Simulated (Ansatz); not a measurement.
According to PBE (plane waves, PAW; program Ansatz), Sb in the cubic phase (I4_132; Sb on 8a) relaxes to a = 8.094 Å. Sb has 3 nearest neighbours from 2.86 Å (trigonal planar).

Electronic character: metallic (no gap). Gap from PBE with spin–orbit coupling: none (metallic).

The bulk modulus is 18.9 GPa.

The start of the workflow was typed in or built on a structure type; neither database checked (COD, Materials Project) lists it. It is not the phase usual at ambient conditions (space group No. 166). The PBE relaxation kept the symmetry of its start; its stability against distortions is not shown here. The volume moved by 71 % from the start of the relaxation. Spin–orbit coupling is left out wherever it is not named.

Potentials: the later of the program's two PAW sets.
